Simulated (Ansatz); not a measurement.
Problem. Name crystals whose computed values (r²SCAN (plane waves, PAW; program Ansatz)) fall in these windows: B₀ by P(V) fit (GPa) 38 to 48; gap (eV) 3.5 to 4.4; HSE06 gap (eV) 4.4 to 6.0.

Solution. 

| crystal | B₀ by P(V) fit (GPa) | gap (eV) | HSE06 gap (eV) |
|---|---|---|---|
| K2RbLaV2O8, P-3m1 (Pearson symbol hP14) | 42.1 | 3.91 | 5.06 |
| Cs2YAgF6, Fm-3m (Cs on 8c, Y on 4b, Ag on 4a, F on 24e) | 44.7 | 3.89 | 5.31 |
Others may fit too.

Standing as an ambient phase not checked: K2RbLaV2O8, P-3m1 (Pearson symbol hP14); Cs2YAgF6, Fm-3m (Cs on 8c, Y on 4b, Ag on 4a, F on 24e). All cells were relaxed under the symmetry of their starts (and spin orders); stability against distortions was not tested throughout. Rows with no word on spin ran without spin polarisation. Scalar-relativistic: spin–orbit coupling is off unless named, which matters more the heavier the elements.

Potentials: the later of the program's two PAW sets.
